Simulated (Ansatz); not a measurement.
Ta2SnO6 in space group C2/c (No. 15; Pearson symbol mS36), PBEsol in the plane-wave PAW code Ansatz, all energies at zero smearing, with the estimated change up to a 700 eV cutoff added, with one set of potentials and settings (totals compare only within such a set). Cell of 18 atoms (4 Ta, 2 Sn, 12 O): -57871.407 eV.

```csv
element,reference phase,E (eV/atom)
Ta,"Im-3m, 1 atoms in the cell",-9806.5011
Sn,"I4_1/amd, 2 atoms in the cell",-5949.7830
O,"C2/m, 4 atoms in the cell, spin-polarised",-558.3554
```

Formation energy per atom, worked out: (-57871.407 − 4×(-9806.5011) − 2×(-5949.7830) − 12×(-558.3554))/18 = -2.532 eV/atom (-244 kJ per mol of atoms), at 0 K, without zero-point energy or fitted corrections.

The workflow started from a Materials Project entry (that database holds measured and hypothetical structures alike); the Crystallography Open Database copy checked does not list it. COD files the formula under space group No. 9. Its standing as an ambient phase is unchecked. Symmetry was held in the PBEsol relaxation; its stability against distortions is not shown here. The run is not spin-polarised. The references are the lowest solids computed at this level, not always the standard phases (solids in place of the gases). Spin–orbit coupling is left out wherever it is not named.

Potentials: the later of the program's two PAW sets.
